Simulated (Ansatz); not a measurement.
Sb:
```yaml
crystal:
  lattice:
    - [2.16099, 1.24765, 3.68793]
    - [-2.16099, 1.24765, 3.68793]
    - [0.00000, -2.49530, 3.68793]
  atoms:
    - { symbol: Sb, position: [0.26432, 0.26432, 0.26432] }
    - { symbol: Sb, position: [0.73568, 0.73568, 0.73568] }
```

This is the PBEsol-relaxed structure.

Problem. All from PBEsol in the plane-wave PAW code Ansatz, unless another level is named. Give the electronic character.

Solution. no gap, with almost no states at the Fermi level (zero-gap or semimetallic).

Problem. What about the gap with spin–orbit coupling?

Solution. none (metallic).

Space group R-3m (A7 (α-As type)). The PBEsol relaxation kept the symmetry of its start; of distortions, only those at the zone centre were tested. Spin–orbit coupling is left out wherever it is not named.

Potentials: the earlier of the program's two PAW sets.
